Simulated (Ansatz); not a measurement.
What a change of settings does: Ni (fcc type)

First run: DFT, PBE, all-electron LAPW, scalar-relativistic (Ansatz 0.2.0).

Command: `ansatz run input.yaml --threads 2 --pin off --max-ram 6144MiB --backend cpu --events-out ev --progress --plain --runs-dir out` It took 54 s on 2 threads of Intel(R) Xeon(R) Platinum 8488C (Sapphire Rapids) (shared host), peak memory 1.2 GiB.

```yaml
crystal:
  lattice:
    - [1.760262709, 1.760262709, 0.0]
    - [-1.760262709, 1.760262709, 0.0]
    - [0.0, 0.0, 3.5205254179]
  atoms:
    - { symbol: Ni, position: [0.0, 0.0, 0.0], spin: 1.0 }
    - { symbol: Ni, position: [0.5, 0.5, 0.5], spin: 1.0 }
magnetization:
  spin_polarized: true
kpoints:
  mp_grid: { grid: [16, 16, 12] }
scf:
  occupations: { method: fermi_dirac, width: 0.1 }
hamiltonian:
  xc: pbe
  pseudopotentials: { kind: all_electron, lapw: { basis_error: 0.001 } }
output:
  forces: true
  stress: true
  eigenvalues: true
```

The base cell comes from a relaxation on PAW files under the same functional.

This run: bulk in the slab's orientation.

It converges in 9 SCF iterations at a pressure of -0.04 GPa, cell moment 1.25 μB.

The input is then changed:

```diff
   occupations: { method: fermi_dirac, width: 0.1 }
+  mixing: { preconditioner: local_kerker }
+  n_extra_bands: 16
 hamiltonian:
```

Problem. Predict the outcome of the changed run.

Solution. It converges in 9 SCF iterations at a pressure of -0.04 GPa, cell moment 1.25 μB, free energy 0.0 meV/atom against the first run's.
